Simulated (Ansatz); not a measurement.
Ta$_{3}$Sb (A15 (Cr3Si type), Pm-3n) at seven volumes, r²SCAN (plane waves, PAW; program Ansatz), scaled uniformly. One row is withheld.

```tsv
V (Å³/atom)	P (GPa)
16.646	22.89
17.195	14.04
17.744	?
18.292	0.00
18.841	-5.53
19.390	-10.27
19.939	-14.30
```

Fit the shown pressures and predict the withheld one.

P = (3/2)B₀(x^(7/2) − x^(5/2))[1 + (3/4)(B′ − 4)(x − 1)] with x = (V₀/V)^(2/3). Least squares on the six rows gives V₀ = 18.292 Å³/atom, B₀ = 199 GPa, B′ = 4.21. At V = 17.744, x = 1.0205 and P = 6.45 GPa. The run itself gave 6.47 GPa.

The workflow started from an entry of the Crystallography Open Database (COD). Whether it is the stable phase at ambient conditions was not checked. Symmetry was held in the r²SCAN relaxation; its stability against distortions is not shown here. The run is not spin-polarised. Spin–orbit coupling is left out wherever it is not named.

Potentials: the later of the program's two PAW sets.
